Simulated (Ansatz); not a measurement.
CsBrF:
```cif
data_Br4Cs4F4
_chemical_formula_sum 'Cs4 Br4 F4'
_space_group_name_H-M_alt 'I4/mmm'
_space_group_IT_number 139
_space_group_name_Hall '-I 4 2'
_cell_length_a 4.30307
_cell_length_b 4.30307
_cell_length_c 19.99978
_cell_angle_alpha 90.000
_cell_angle_beta 90.000
_cell_angle_gamma 90.000
loop_
_atom_site_label
_atom_site_type_symbol
_atom_site_symmetry_multiplicity
_atom_site_Wyckoff_symbol
_atom_site_fract_x
_atom_site_fract_y
_atom_site_fract_z
_atom_site_occupancy
Cs1 Cs 4 e 0.00000 0.00000 0.33013 1
Br1 Br 4 e 0.00000 0.00000 0.05973 1
F1 F 4 e 0.00000 0.00000 0.18379 1
```
(The calculation used a cell of 6 atoms; values per cell refer to that cell.)

Relaxed with r²SCAN.

Task: Tabulate the valence density and the electron localisation function along the shortest Cs–F contact (2.93 Å), r²SCAN in the plane-wave PAW code Ansatz.

Result: 

| distance from Cs (Å) | density (e/Å³) | ELF |
|---|---|---|
| 0.29 | 0.33 | 0.03 |
| 0.44 | 0.74 | 0.30 |
| 0.59 | 1.06 | 0.67 |
| 0.73 | 1.13 | 0.83 |
| 0.88 | 0.96 | 0.88 |
| 1.02 | 0.68 | 0.87 |
| 1.17 | 0.42 | 0.79 |
| 1.32 | 0.24 | 0.50 |
| 1.46 | 0.15 | 0.15 |
| 1.61 | 0.12 | 0.04 |
| 1.76 | 0.14 | 0.07 |
| 1.90 | 0.22 | 0.29 |
| 2.05 | 0.45 | 0.59 |
| 2.20 | 0.95 | 0.75 |
| 2.34 | 2.17 | 0.80 |
| 2.49 | 4.87 | 0.78 |
| 2.63 | 8.80 | 0.67 |

The density is the valence pseudo-density with augmentation charge, so density and ELF within about 1 Å of a nucleus are not all-electron values.

The workflow started from a Materials Project entry (that database holds measured and hypothetical structures alike); the Crystallography Open Database copy checked does not list it. Whether it is the stable phase at ambient conditions was not checked. Symmetry was held in the r²SCAN relaxation; its stability against distortions is not shown here. Spin–orbit coupling is left out wherever it is not named.

Potentials: the later of the program's two PAW sets.
